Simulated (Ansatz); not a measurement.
Given:

SnS₂ (CdI2 type)

```xyz
3
Lattice="3.6261 0.0000 0.0000 -1.8130 3.1403 0.0000 0.0000 0.0000 5.5729" Properties=species:S:1:pos:R:3 pbc="T T T"
Sn     0.0000     0.0000     0.0000
S      0.0000     2.0935     1.4738
S      1.8130     1.0468     4.0991
```

Equation-of-state scan: isotropic scaling of the cell above, V₀ being its volume. The atoms relax within the cell's symmetry.

Method: PBEsol-D3(BJ) (plane waves to 420 eV, PAW, scalar-relativistic; Ansatz, an electronic-structure program). k mesh 11×11×6 (Γ-centred), Fermi-Dirac smearing 0.05 eV. E stands for the smeared free energy. Compression counts positive. With the shape held, the modulus is that of even scaling; a crystal free to change shape is softer. SnS2 was relaxed with its symmetry unable to fall. ΔE is measured from the relaxed starting cell.

The scan covers V/V₀ from 0.900 to 1.100 in 13 points.

### Question
What is the fitted pressure derivative B₀′?

### Answer
5.0.

### Question
What bulk modulus at fixed cell shape B₀ follows from a third-order Birch-Murnaghan fit?

### Answer
53.5 GPa.

(Under strain, the slope of the energy per volume gives the stress and its curvature an elastic modulus.)
